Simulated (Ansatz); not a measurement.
BN:
```
BN
1.0
    0.00000     1.81238     1.81238
    1.81238     0.00000     1.81238
    1.81238     1.81238     0.00000
N B
1 1
Direct
  0.75000   0.75000   0.75000
  0.00000   0.00000   0.00000
```

Tensor components refer to the Cartesian frame of this cell.

### Question
Give the high-frequency dielectric tensor and the Born effective charge tensors of the independent atoms from DFPT, PBE (plane waves, PAW; program Ansatz).

### Answer

ε∞:
```
4.61  0.00  0.00
0.00  4.61  0.00
0.00  0.00  4.61
```
Z* of atom 1 (N), rows: field, columns: displacement, in e:
```
-1.91   0.00   0.00
 0.00  -1.91   0.00
 0.00   0.00  -1.91
```
Z* of atom 2 (B), rows: field, columns: displacement, in e:
```
1.91  0.00  0.00
0.00  1.91  0.00
0.00  0.00  1.91
```

Static charges for comparison (Bader): N1 -2.16, B2 +2.16 e. Born charges measure polarisation by displacement and can exceed these by far.

Space group F-43m (zinc blende). The PBE relaxation kept the symmetry of its start; phonons on a q-mesh show no instability.

Potentials: the later of the program's two PAW sets.
